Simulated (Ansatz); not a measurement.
**Question.** Name crystals whose computed values (plane-wave PAW PBEsol (Ansatz code)) fall in these windows: Θ_D (K) 280 to 410; HSE06 gap (eV) 3.3 to 4.1; G_Hill (GPa) 25 to 32.

**Answer.** 

| crystal | Θ_D (K) | HSE06 gap (eV) | G_Hill (GPa) |
|---|---|---|---|
| MgZn3S4, Pm (Pearson symbol mP8) | 342 | 3.65 | 28.0 |
Others may fit too.

Standing as an ambient phase not checked: MgZn3S4, Pm (Pearson symbol mP8). Perhaps ordered models of mixed-site phases: MgZn3S4, Pm (Pearson symbol mP8). The cell was relaxed under the symmetry of its start.

Potentials: the later of the program's two PAW sets.
